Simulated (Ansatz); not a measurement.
Li4Ca2MgSi2N6:
```yaml
crystal:
  lattice:
    - [2.93829, 4.88672, 0.00000]
    - [-2.93829, 4.88672, 0.00000]
    - [-0.47577, 0.00000, 5.57717]
  atoms:
    - { symbol: Li, position: [0.98992, 0.66772, 0.62456] }
    - { symbol: Li, position: [0.01008, 0.33228, 0.37544] }
    - { symbol: Li, position: [0.66772, 0.98992, 0.37544] }
    - { symbol: Li, position: [0.33228, 0.01008, 0.62456] }
    - { symbol: Ca, position: [0.32212, 0.32212, 0.00000] }
    - { symbol: Ca, position: [0.67788, 0.67788, 0.00000] }
    - { symbol: Mg, position: [0.00000, 0.00000, 0.00000] }
    - { symbol: Si, position: [0.32131, 0.67869, 0.36734] }
    - { symbol: Si, position: [0.67869, 0.32131, 0.63266] }
    - { symbol: N, position: [0.62202, 0.37798, 0.31269] }
    - { symbol: N, position: [0.37798, 0.62202, 0.68731] }
    - { symbol: N, position: [0.03345, 0.67820, 0.25209] }
    - { symbol: N, position: [0.96655, 0.32180, 0.74791] }
    - { symbol: N, position: [0.67820, 0.03345, 0.74791] }
    - { symbol: N, position: [0.32180, 0.96655, 0.25209] }
```

Relaxed with r²SCAN.

**Question.** Map the electron localisation function on the plane through (0.000, 0.000, 0.000) spanned by u = [1, -1, 1] and v = [-1, 1, 1] in lattice vectors, from DFT-r²SCAN in the program Ansatz with PAW potentials.

**Answer.** x is the fraction of u, y of v (the angle between them is 93°; rows are the nearest grid lines); atoms in the plane: Mg at (0.00, 0.00), Mg at (0.50, 0.50), Si at (0.34, 0.02), Si at (0.84, 0.52), Si at (0.16, 0.48), Si at (0.66, 0.98), N at (0.47, 0.85), N at (0.97, 0.35), N at (0.03, 0.65), N at (0.53, 0.15).
```
|.:=-  .:--:..:...------...:..:--:.  -=:.|
|=+=.  .:--::.-*%@%%####=... .:-:..  .===|
|=-.   .:::::-*%@@@@%@@@%=. ..:::..   .-=|
|         ..:+#@@%+:-#@@@#=:::::..       |
|-==-:.     :=#%@%=.:*%@%*-:....      .:-|
|%@@%%*=.    -*%@@@@@@@#*-.         .-+#%|
|@@@@@%*-    .=#%@@@@@%*=.         .-+#%@|
|%##@@@%+:    .:=*##*+-.         ..-*%%@%|
|:  +%@%*-.      ...        ...:::-*%@@#:|
|%#%@@@%*-::...           ...::::.:+%@@@%|
|%%@@@@#+-::::..   :-=:   ..::::.  :*@@@%|
|=+**+-. .:--::  .==--==.  .:-:. :*:.:===|
|===:.:*: .:-:.  .==--==.  ::--:. .-+**+=|
|%@@@*:  .::::..   :=-:   ..::::-+#@@@@%%|
|%@@@%+:.::::...           ...::-*%@@@%#%|
|:#@@%*-:::...        ...      .-*%@%+  :|
|%@%%*-..         .-+*##*=:.    :+%@@@##%|
|@%#+-.         .=*%@@@@@%#=.    -*%@@@@@|
|%#+-.         .-*#@@@@@@@%*-    .=*%%@@%|
|-:.      ....:-*%@%*:.=%@%#=:     .:-==-|
|       ..:::::=#@@@#-:+%@@#+:..         |
|=-.   ..:::.. .=%@@@%@@@@%*-:::::.   .-=|
|===.  ..:-:. ...=####%%@%*-.::--:.  .=+=|
|.:=-  .:--:..:...------...:..:--:.  -=:.|
```
Scale: ten equal steps from 0.015 (start of ' ') to 0.862 (end of '@'), in the order ' .:-=+*#%@'; x runs from 0.000 to 1.00, y from 0.000 (bottom) to 1.00 (top).

The density is the valence pseudo-density with augmentation charge, so density and ELF within about 1 Å of a nucleus are not all-electron values.

Space group C2/m. The workflow started from a Materials Project entry (that database holds measured and hypothetical structures alike); the Crystallography Open Database copy checked does not list it. Whether it is the stable phase at ambient conditions was not checked. The r²SCAN relaxation kept the symmetry of its start; its stability against distortions is not shown here.

Potentials: the later of the program's two PAW sets.
